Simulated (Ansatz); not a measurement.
In3BAs4, ordered on the zincblende lattice (Cm) with 8 atoms a cell, relaxed with r2SCAN. The symmetry is Cm (No. 8, monoclinic); conventional cell a = 13.545 Å, b = 4.072 Å, c = 7.143 Å, β = 99.0°, 24.32 Å³ an atom. B is surrounded by 4 As at 2.07–2.35 Å; In is surrounded by 4 As at 2.62–2.74 Å; In is surrounded by 4 As at 2.57–2.64 Å; In is surrounded by 4 As at 2.57–2.63 Å; As is surrounded by 2 B at 2.35 Å and 2 In at 2.63–2.74 Å; As is surrounded by 1 B at 2.11 Å and 3 In at 2.64–2.68 Å; As is surrounded by 1 B at 2.07 Å and 3 In at 2.59–2.61 Å; As is surrounded by 4 In at 2.57–2.62 Å.

The questions ask for values computed with Ansatz 0.2.0 on this geometry. Spin-unpolarised throughout. Whether this structure exists isn't addressed.

**Question.** What gap does PBE give, and where are the band edges?

**Answer.** With PBE the bands overlap by 0.01 eV (counted from 1, band 51 peaks at Γ–M₂ (0.20 of the way from Γ) and band 52 bottoms out at Y₂–Γ (0.80 of the way from Y₂)): no gap.

**Question.** Estimate the gap with r2SCAN on 6×6×4.

**Answer.** With r2SCAN the valence top lies at Γ–M₂ (0.20 of the way from Γ) and the conduction bottom at Γ, 0.03 eV higher; the smallest vertical gap, at Γ, is 0.04 eV. (This is within a few times the smearing of 0.02 eV, so the filling near the edges can be smeared.) Least and direct gap differ so little that the kind isn't settled.

**Question.** What does HSE06 give for the gap (4×4×2 mesh)?

**Answer.** HSE06 gives a direct gap of 0.22 eV at Γ.

Spin-orbit coupling is left out, which matters wherever the heavy atoms make up the band edges.

Where an edge lies off the special points, it is a point of the mesh or the k point where a search put PBE's edge or least direct gap, reused for the other functionals, whose own edges may lie a little apart; PBE's own value is read along its path and can be a few hundredths of an eV high.

Gaps or overlaps of about a tenth of an eV are at the limit of these meshes: between the points read a gap can be smaller or closed.

The meshes of the hybrids are coarse, so their gaps aren't converged to the digits shown.
